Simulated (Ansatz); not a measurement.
Si (diamond, Fd-3m), DFT-PBE in the program Ansatz with PAW potentials. The conduction-band minimum lies on the Γ–X line, 84 % of the way from Γ, with 6 equivalent valleys. Second derivatives d²E/dk² of the lowest band at one valley (eV·Å²), along Cartesian directions:

| direction | d²E/dk² |
|---|---|
| [100] | 7.949 |
| [010] | 39.02 |
| [001] | 39.02 |
| [110] | 23.49 |
| [101] | 23.49 |
| [011] | 38.85 |

Q: Find the principal effective masses, the density-of-states mass and the conductivity mass.

A: Off-diagonal terms follow from H_xy = H[110] − (H_xx + H_yy)/2, and m*/mₑ = 7.620 eV·Å² over each eigenvalue: 0.19, 0.20, 0.96. One valley's DOS mass (m₁m₂m₃)^(1/3) = 0.33, conductivity mass 3/(Σ 1/mᵢ) = 0.27 mₑ.

Q: What effective density of states Nc follows at 300 K for parabolic valleys?

A: Nc = 2.509e19 × 6 × (0.33)^(3/2) ≈ 2.9e19 cm⁻³.

Symmetry was held in the PBE relaxation.

Potentials: the earlier of the program's two PAW sets.

Edges and masses are those of Kohn–Sham bands, whose gap is no quasiparticle gap.
